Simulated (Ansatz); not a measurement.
Total density of states per atom from PBE in the plane-wave PAW code Ansatz, in 0.25 eV bins, energy from the Fermi level:

(E (eV), states/eV/atom): (-5.70, 0.00); (-5.45, 0.04); (-5.20, 0.08); (-4.95, 0.11); (-4.70, 0.13); (-4.45, 0.16); (-4.20, 0.18); (-3.95, 0.21); (-3.70, 0.25); (-3.45, 0.29); (-3.20, 0.39); (-2.95, 0.42); (-2.70, 0.40); (-2.45, 0.39); (-2.20, 0.51); (-1.95, 1.81); (-1.70, 1.39); (-1.45, 2.24); (-1.20, 1.32); (-0.95, 1.72); (-0.70, 2.14); (-0.45, 2.09); (-0.20, 3.22); (0.05, 1.57); (0.30, 1.67); (0.55, 1.55); (0.80, 1.77); (1.05, 1.22); (1.30, 0.70); (1.55, 0.27); (1.80, 0.73); (2.05, 1.60); (2.30, 1.22); (2.55, 0.86); (2.80, 1.19); (3.05, 1.35); (3.30, 0.31); (3.55, 0.42); (3.80, 0.63); (4.05, 0.76); (4.30, 0.88); (4.55, 1.01); (4.80, 0.39)

**Question.** Pick the material that matches.
A. Si, diamond
B. TaAl, L1₀ or tetragonal B2
C. Ta2SnN, P6_3/mmc (Sn on 2d, Ta on 4f, N on 2a)
D. Ta, diamond

**Answer.** D, Ta, diamond. Within 0.5 eV of the Fermi level: Ta 5d 88 %, Ta 6s 9 %. Projections are on Löwdin-orthogonalised atomic valence shells; empty p or d shells of many metals are not among them.

Space group Fd-3m (diamond). The start of the workflow was typed in or built on a structure type; neither database checked (COD, Materials Project) lists it. It is not the phase usual at ambient conditions (space group No. 229). The PBE relaxation kept the symmetry of its start; its stability against distortions is not shown here. No spin polarisation was allowed. Spin–orbit coupling is left out wherever it is not named.

Potentials: the earlier of the program's two PAW sets.
